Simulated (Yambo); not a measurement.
Yambo run on a free-standing Y2CI2 monolayer (symmetry P-3m1, slab cell 22.9 Å high). The wavefunctions come from this Quantum ESPRESSO step (PBEsol, PseudoDojo standard norm-conserving files, scalar-relativistic):

```
&CONTROL
  calculation = 'nscf'
  pseudo_dir = './pseudo'
  outdir = './out'
/
&SYSTEM
  ibrav = 0
  nat = 5
  ntyp = 3
  ecutwfc = 82.0
  ecutrho = 328.0
  occupations = 'fixed'
  force_symmorphic = .true.
  nbnd = 146
  assume_isolated = '2D'
/
&ELECTRONS
  conv_thr = 5e-09
  diago_full_acc = .true.
  diago_thr_init = 1e-08
/
ATOMIC_SPECIES
C 12.0110 C.upf
Y 88.9058 Y.upf
I 126.9045 I.upf
CELL_PARAMETERS angstrom
  3.820918841080   0.000000000000   0.000000000000
 -1.910459420540   3.309012782174   0.000000000000
  0.000000000000   0.000000000000  22.900000000000
ATOMIC_POSITIONS crystal
C   0.000000000000   0.000000000000   0.000000000000
Y   0.333333333333   0.666666666667   0.056784293400
Y   0.666666666667   0.333333333333  -0.056784293400
I   0.666666666667   0.333333333333   0.149938732100
I   0.333333333333   0.666666666667  -0.149938732100
K_POINTS automatic
6 6 1 0 0 0
```

Yambo input:

```
rim_cut
gw0
dyson
el_el_corr
HF_and_locXC
ppa
em1d
rim_w
RandQpts= 1000000
RandGvec= 2 Ry
CUTGeo= "slab z"
EXXRLvcs= 82 Ry
VXCRLvcs= 328 Ry
Chimod= "HARTREE"
% BndsRnXp
 3 | 145 |
%
NGsBlkXp= 6 Ry
% LongDrXp
 1.0 | 1.0 | 0.0 |
%
RandGvecW= 959 mRy
PPAPntXp= 27.2114 eV
% GbndRnge
 1 | 145 |
%
GTermKind= "BG"
DysSolver= "n"
ExtendOut
% QPkrange
 1 | 1 | 20 | 21 |
 4 | 4 | 20 | 21 |
 7 | 7 | 20 | 21 |
%
```

k points by index: 1 = Γ, 4 = M, 7 = K.

Resulting energies as the program prints them:

```
#    K-point    Band    Eo [eV]    E [eV]    E-Eo [eV]    Vxc [eV]    Vnlxc [eV]    Sc|Eo [eV]    Sc|E [eV]    dSc/dw|Eo [eV]    Re(Z)    Im(Z)
#
    1    20    0.000000    -0.352903    -0.352903    -12.56648    -14.53895    1.493453    1.619562    -9.713295    0.736919    -0.004193
    1    21    2.326760    3.116371    0.789611    -12.08995    -6.727788    -4.294154    -4.572548    -9.587871    0.739435    -0.003800
    4    20    -0.389664    -0.543566    -0.153901    -13.08932    -15.07298    1.770420    1.829753    -10.46552    0.722205    -0.004194
    4    21    0.390280    0.975542    0.585261    -10.86109    -6.690952    -3.382895    -3.584879    -9.383241    0.743564    -0.004399
    7    20    -0.500595    -0.627631    -0.127036    -12.69540    -14.71595    1.843969    1.893507    -10.58060    0.720007    -0.004143
    7    21    2.523875    3.218300    0.694425    -11.20037    -6.180683    -4.085153    -4.325265    -9.401401    0.743197    -0.004218
```
(The two width columns are left out.) Convergence of these settings isn't established.

Spin-orbit coupling is not included.

Geometry relaxed with PBEsol.

This is a model layer cut from the bulk structure; whether it is stable on its own was not checked.
